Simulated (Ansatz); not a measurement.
ScAg₄ in space group I4/m (No. 87; Ag on 8h, Sc on 2a) at seven volumes, the program Ansatz at the PBEsol level (PAW), shape and atoms relaxed at each. One row is withheld.

```csv
V (Å³/atom),P (GPa)
15.635,13.59
16.150,8.20
16.666,3.72
17.181,0.00
17.696,-3.08
18.212,?
18.727,-7.74
```

Task: Fit the shown pressures and predict the withheld one.

Result: P = (3/2)B₀(x^(7/2) − x^(5/2))[1 + (3/4)(B′ − 4)(x − 1)] with x = (V₀/V)^(2/3). Least squares on the six rows gives V₀ = 17.182 Å³/atom, B₀ = 113 GPa, B′ = 5.23. At V = 18.212, x = 0.9619 and P = -5.65 GPa. The run itself gave -5.63 GPa.

The workflow started from an entry of the Crystallography Open Database (COD). Its standing as an ambient phase is unchecked. Symmetry was held in the PBEsol relaxation; of distortions, only those at the zone centre were tested. No spin polarisation was allowed.

Potentials: the later of the program's two PAW sets.
